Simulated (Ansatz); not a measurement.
VBiO₄:
```xyz
12
Lattice="-2.5537 2.5537 5.7882 2.5537 -2.5537 5.7882 2.5537 2.5537 -5.7882" Properties=species:S:1:pos:R:3 pbc="T T T"
V      0.0000     0.0000     5.7882
V      2.5537     0.0000     2.8941
Bi     0.0000     0.0000     0.0000
Bi     0.0000     2.5537     2.8941
O      3.2669     1.2793    -0.9166
O      3.8281     0.7132     1.9775
O     -0.7132     1.2744     4.8716
O      1.2793    -0.7132     1.9775
O      1.8405     1.2744     3.8107
O      1.2793     1.8405     0.9166
O      3.2669    -1.2744     3.8107
O      1.2744     0.7132     6.7048
```

The program Ansatz at the PBEsol level (PAW) gives a gap of 2.09 eV without spin–orbit coupling, maximum off the standard path, at k = (-0.016, 0.016, 0.344) in fractions of the reciprocal vectors, minimum off the standard path, at k = (0.292, -0.292, 0.203) in fractions of the reciprocal vectors.

Task: What happens when spin–orbit coupling is switched on?

Result: The gap decreases by 0.14 eV, to 1.95 eV; maximum off the standard path, at k = (-0.010, 0.010, 0.344) in fractions of the reciprocal vectors, minimum off the standard path, at k = (0.286, -0.292, 0.203) in fractions of the reciprocal vectors.

Task: Give the electron effective mass with spin–orbit coupling.

Result: 0.56, 1.3, 4.9 mₑ (principal values).

Task: Give the hole effective mass with spin–orbit coupling.

Result: 0.58, 1.5, 3.8 mₑ (principal values).

Space group I4_1/a. The cell was relaxed with PBEsol under the symmetry of its start. The run is not spin-polarised. No Hubbard U is applied.

Potentials: the later of the program's two PAW sets.
